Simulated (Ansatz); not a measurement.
SiSSe as a Janus 1T monolayer, relaxed with r2SCAN: 4 runs in Ansatz, each a construction of maximally localised Wannier functions. In-plane lattice: a = 3.392 Å, b = 3.392 Å, γ = 120.0°; thickness between the outer nuclei 2.73 Å. Si is surrounded by 3 S at 2.35 Å and 3 Se at 2.43 Å; S is surrounded by 3 Si at 2.35 Å; Se is surrounded by 3 Si at 2.43 Å. The structure was generated, not taken from experiment, and needn't be the ground state; no magnetic order is allowed.

```yaml
crystal:
  lattice:
    - [3.39240, 0.00000, 0.00000]
    - [-1.69620, 2.93790, 0.00000]
    - [0.00000, 0.00000, 29.17166]
  atoms:
    - { symbol: Si, position: [0.00000, 0.00000, 0.31020] }
    - { symbol: S, position: [0.33333, 0.66667, 0.35447] }
    - { symbol: Se, position: [0.66667, 0.33333, 0.26089] }
```
The sheet repeats along a and b alone.

Windows count from the top of the filled bands; a dash means that no such window was set (without an outer window there is no disentanglement).

| functional | SCF mesh | trial orbitals | functions | mesh | window (eV) | frozen (eV) | Ω total (Å²) | Ω invariant (Å²) | largest spread (Å²) | least projectability | interpolation miss of the model's filled bands (eV, to the nearest computed level) |
| --- | --- | --- | --- | --- | --- | --- | --- | --- | --- | --- | --- |
| PBE | 6×6×1 | S s, S p, Se s, Se p | 8 | 6×6×1 | – | – | 11.78 | 10.53 | 1.61 | 0.67 | 0.071 |
| PBE | 6×6×1 | S s, S p, Se s, Se p | 8 | 12×12×1 | – | – | 12.52 | 11.37 | 1.75 | 0.67 | 0.004 |
| r2SCAN | 6×6×1 | S s, S p, Se s, Se p | 8 | 6×6×1 | – | – | 11.44 | 10.23 | 1.56 | 0.68 | 0.061 |
| PBE+SOC | 6×6×1 | S s, S p, Se s, Se p | 16 | 6×6×1 | – | – | 23.56 | 21.07 | 1.61 | 0.66 | – |

For S s, S p, Se s, Se p with PBE the spread goes 11.78 Å² (6×6×1), 12.52 Å² (12×12×1): finite differences on a coarse mesh understate it.

Only the levels marked +SOC include spin-orbit coupling.
